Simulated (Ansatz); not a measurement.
A geometry of SnTe away from equilibrium: step 2 of the relaxation of a relaxed SnTe cell shaken by Gaussian noise of σ = 0.08 Å a coordinate. Level of theory: r2SCAN (plane waves to 500 eV, PAW, scalar-relativistic; Ansatz, an electronic-structure program). Γ-centred k-mesh 4×4×1 on the run's cell (coarser than for final values), Fermi–Dirac smearing 0.05 eV.

```xyz
12
Lattice="5.4074 0.0024 0.0340 -2.7016 4.6908 -0.0068 0.1152 0.0398 18.0980" Properties=species:S:1:pos:R:3:forces:R:3 pbc="T T T" free_energy=-78202.097 pressure_GPa=0.2
Sn     0.1070     0.1020    17.6552    0.0154   -0.0680    0.0305
Sn     0.0398    -0.0558     8.6099   -0.0009    0.0522   -0.0121
Sn     0.0033     3.2199     2.7704    0.0588   -0.0864    0.1181
Sn     2.8173     1.5249    11.8101   -0.0402    0.0184    0.1016
Sn     0.0760     3.1360    14.6035   -0.0064    0.0380   -0.0191
Sn     2.7233     1.5873     5.5686   -0.0963   -0.0541   -0.0435
Te     0.0258     0.0693     2.5514   -0.0745    0.0580   -0.0336
Te     0.1001    -0.0454    11.5971    0.0098   -0.0044   -0.0235
Te    -0.0246     3.1359     5.7535    0.1098    0.0570   -0.1452
Te     2.7690     1.5753    14.7816    0.0276   -0.0264   -0.0600
Te     0.0993     3.1915    17.5311   -0.0166    0.0295    0.0214
Te     2.7175     1.5329     8.4883    0.0137   -0.0138    0.0652
```

Positions in Å, forces in eV/Å, free energy of the cell in eV (comparable only within this code, potentials and settings). Largest force: 0.19 eV/Å, on Te9 (atoms numbered as listed); the geometry lies 0.16 to 0.18 eV/atom (the two k-meshes of the run give this range) above the end of its relaxation.

No spin polarisation in the result.

The end of the path is a generated cell of SnTe: the first start was made by placing the elements on the sites of a structure type, and the end was not matched to a known phase here, so it may be hypothetical. Known forms of SnTe include space group No. 225.
